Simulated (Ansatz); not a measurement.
# Wurtzite alloy of AlN and SiC (18 of 48 Al sites, 18 of 48 N sites exchanged), 96 atoms

Ansatz, PAW, plane waves. PBEsol relaxation of cell lengths and atoms (angles held) at the single k point (¼, ¼, ¼) without its symmetry partners; single points on the relaxed atoms at the Γ point alone, onto which points of the small cell's zone fold. Arrangement: quasirandom. No spin–orbit coupling unless named.

Relaxed structure:

```
Si Al N C
1.0
     9.34876    0.00000    0.00000
     0.00000   10.75982    0.00000
     0.00000    0.00000   10.04127
Si Al N C
18 30 30 18
Direct
  0.15924 0.08696 0.24923
  0.00467 0.33501 0.24328
  0.50005 0.08588 0.74995
  0.32823 0.33509 0.25215
  0.33488 0.33200 0.74820
  0.99287 0.82967 0.25242
  0.00200 0.83595 0.74358
  0.66668 0.33385 0.75645
  0.49442 0.58176 0.24830
  0.84190 0.58465 0.24807
  0.66790 0.83289 0.25284
  0.33306 0.16450 0.99653
  0.00458 0.66866 0.49912
  0.50155 0.41612 0.99755
  0.33216 0.66893 0.49940
  0.33253 0.66594 0.00252
  0.16770 0.91583 0.99795
  0.66555 0.66510 0.99305
  0.16615 0.08311 0.75079
  0.99747 0.33287 0.75579
  0.50887 0.08322 0.25840
  0.16867 0.57924 0.25230
  0.17526 0.58633 0.74669
  0.83007 0.08336 0.25760
  0.83609 0.08203 0.74508
  0.66944 0.33144 0.24917
  0.50440 0.58105 0.74740
  0.33614 0.83220 0.24779
  0.33501 0.83282 0.75168
  0.82954 0.58344 0.74873
  0.66704 0.82725 0.75169
  0.99755 0.17192 0.50152
  0.99509 0.16546 0.98948
  0.33030 0.16848 0.49598
  0.16557 0.41586 0.50448
  0.16592 0.41927 0.98829
  0.00281 0.66965 0.99465
  0.66432 0.17092 0.50052
  0.67007 0.16548 0.99773
  0.49854 0.41267 0.49881
  0.16771 0.91596 0.49781
  0.83491 0.41230 0.49701
  0.83325 0.42150 0.99383
  0.66776 0.66373 0.49582
  0.49967 0.91757 0.50061
  0.49842 0.91298 0.00256
  0.83146 0.91741 0.49747
  0.83015 0.91215 0.99798
  0.00863 0.16810 0.18865
  0.32406 0.16874 0.17725
  0.34299 0.16782 0.70205
  0.17350 0.40813 0.18473
  0.66607 0.16830 0.18449
  0.65366 0.16908 0.70445
  0.48992 0.41642 0.18403
  0.49961 0.40172 0.69373
  0.15469 0.92570 0.18603
  0.16283 0.91575 0.68782
  0.83891 0.42454 0.19543
  0.66459 0.65836 0.20086
  0.66412 0.66661 0.67809
  0.50987 0.91309 0.19600
  0.50190 0.93041 0.69549
  0.83940 0.90822 0.69125
  0.16870 0.07694 0.42132
  0.17989 0.07636 0.94888
  0.48743 0.08596 0.93590
  0.34247 0.32379 0.93951
  0.16804 0.59495 0.44305
  0.17757 0.59001 0.94262
  0.00426 0.82578 0.43271
  0.01191 0.84670 0.92786
  0.82978 0.07663 0.93892
  0.66327 0.34159 0.43314
  0.49206 0.58547 0.42782
  0.33179 0.82558 0.43810
  0.84440 0.59235 0.42847
  0.66309 0.82666 0.43082
  0.00517 0.16380 0.69367
  0.18018 0.41239 0.69940
  0.99979 0.67031 0.19294
  0.00099 0.67689 0.68066
  0.34037 0.66141 0.18749
  0.34487 0.67004 0.67541
  0.81808 0.41223 0.68816
  0.83276 0.90719 0.19580
  0.00314 0.33875 0.42016
  0.00024 0.33310 0.95203
  0.49530 0.08333 0.44471
  0.33238 0.33584 0.42690
  0.83115 0.08436 0.44610
  0.65478 0.33488 0.94057
  0.49504 0.57965 0.94766
  0.32231 0.83091 0.95075
  0.82740 0.59372 0.94403
  0.66089 0.82552 0.94332
```

(1) What are the mean bond lengths by pair (pairs within 1.2 times the sum of covalent radii, less contacts 15 % beyond the pair's median; cation–cation pairs of compounds aside; long ionic contacts are cut short by that bound)?

(2) What gap lies between the top filled and the lowest empty level in the single points?

Results:

(1) Al–C 1.931 ± 0.047 Å (standard deviation, 50 bonds); Al–N 1.954 ± 0.060 Å (standard deviation, 70 bonds); C–Si 1.810 ± 0.038 Å (standard deviation, 22 bonds); N–Si 1.839 ± 0.064 Å (standard deviation, 50 bonds).

(2) HSE06 3.01 eV (3.7 min on 7 threads of Neoverse-V2).
